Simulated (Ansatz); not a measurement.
A geometry of Al$_{3}$Ru$_{2}$ away from equilibrium: step 3 of the relaxation of a relaxed Al3Ru2 cell with one Al and one Ru atom exchanged in a cell of 5 atoms. These are PBEsol (plane waves to 420 eV, PAW, scalar-relativistic; Ansatz, a program for electronic structure) values and carry that method's errors. Γ-centred k-mesh 15×15×15 on the run's cell (coarser than for final values), Fermi–Dirac smearing 0.05 eV.

```
CELL_PARAMETERS angstrom
     -1.55366     1.55366     6.98557
      1.55366    -1.55366     6.98557
      1.55366     1.55366    -6.98557
ATOMIC_POSITIONS crystal
  Al 0.98729 0.98729 0.00000
  Ru 0.78200 0.78200 0.00000
  Al 0.21267 0.21267 0.00000
  Al 0.60073 0.60073 0.00000
  Ru 0.41730 0.41730 0.00000
```

Q: Give the Cartesian forces on all atoms (eV/Å).

A: 
| atom | Fx | Fy | Fz |
|---|---|---|---|
| Al1 | 0.00 | 0.00 | 0.75 |
| Ru2 | 0.00 | 0.00 | 1.24 |
| Al3 | 0.00 | 0.00 | -0.74 |
| Al4 | 0.00 | 0.00 | -0.17 |
| Ru5 | 0.00 | 0.00 | -1.08 |

Q: What is the pressure?

A: +12.4 GPa, compression positive.

No spin polarisation in the result.

The run could not lose the symmetry of its start.

Of the parent cell (I4/mmm (No. 139)): The relaxation started from an entry of Materials Project.

The runs began from a structure in Materials Project; this end point is another cell, not compared with measured phases.
